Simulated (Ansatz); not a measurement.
Input:

Nb2CS2:
```cif
data_CNb2S2
_chemical_formula_sum 'Nb2 S2 C1'
_space_group_name_H-M_alt 'P 1'
_space_group_IT_number 1
_cell_length_a 3.22367
_cell_length_b 3.22367
_cell_length_c 8.44695
_cell_angle_alpha 90.000
_cell_angle_beta 90.000
_cell_angle_gamma 120.000
loop_
_space_group_symop_operation_xyz
  'x, y, z'
loop_
_atom_site_label
_atom_site_type_symbol
_atom_site_fract_x
_atom_site_fract_y
_atom_site_fract_z
_atom_site_occupancy
Nb1 Nb 0.33333 0.66667 0.13994 1
Nb2 Nb 0.66667 0.33333 0.86006 1
S1 S 0.33333 0.66667 0.66736 1
S2 S 0.66667 0.33333 0.33264 1
C1 C 0.00000 0.00000 0.00000 1
```

This is the LDA-relaxed structure.

### Question
All from LDA in the plane-wave PAW code Ansatz, unless another level is named. Give the electronic character.

### Answer
metallic (no gap).

### Question
Next, the density of states at the Fermi level?

### Answer
0.22 states/eV per atom (mean over ±0.08 eV).

### Question
Give the gap with spin–orbit coupling.

### Answer
none (metallic).

Space group P-3m1. The workflow started from an entry of the Crystallography Open Database (COD), which files this formula under 2 space groups. Whether it is the stable phase at ambient conditions was not checked. The cell was relaxed with LDA under the symmetry of its start; its stability against distortions is not shown here. The run is not spin-polarised. A crystal of weakly bound layers computed without a dispersion correction: the cell and the soft elastic constants depend strongly on that. Scalar-relativistic: spin–orbit coupling is off unless named, which matters more the heavier the elements.

Potentials: the later of the program's two PAW sets.
